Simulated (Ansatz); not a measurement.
B:
```
B
1.0
   -2.32644     2.32644     2.32644
    2.32644    -2.32644     2.32644
    2.32644     2.32644    -2.32644
B
4
Direct
  0.00000   0.25000   0.50000
  0.25000   0.50000   0.00000
  0.50000   0.00000   0.25000
  0.25000   0.25000   0.25000
```

Relaxed with PBE. Special points in fractions of this cell's reciprocal vectors: Γ (0.000, 0.000, 0.000); H (0.500, -0.500, 0.500); N (0.000, 0.000, 0.500); P (0.250, 0.250, 0.250).

Problem. List the band energies nearest the valence-band maximum at these points for DFT-PBE in the program Ansatz with PAW potentials.

Solution. In eV from the valence-band maximum; about four levels below and three above (degenerate sets whole), none deeper than 8.9 eV; points with the same levels are listed once.

```json
[
 {"k": "Γ", "below": "-3.05 -3.05 -3.05 -1.65 -1.65", "above": "1.50 1.50 1.50"},
 {"k": "H", "below": "-7.08 -7.08 -7.08 -2.47 -2.47 -2.47", "above": "4.62 4.99 4.99 4.99"},
 {"k": "N", "below": "-4.22 -2.23 -2.22 -1.34", "above": "2.86 4.01 4.10"},
 {"k": "P", "below": "-4.54 -4.54 -0.13 -0.13", "above": "3.40 3.40 4.91 4.91"}
]
```

Space group I4_132. The start of the workflow was typed in or built on a structure type; neither database checked (COD, Materials Project) lists it. It is not the phase usual at ambient conditions (space group No. 166). The cell was relaxed with PBE under the symmetry of its start; whether a distortion lowers the energy is not shown.

Potentials: the later of the program's two PAW sets.
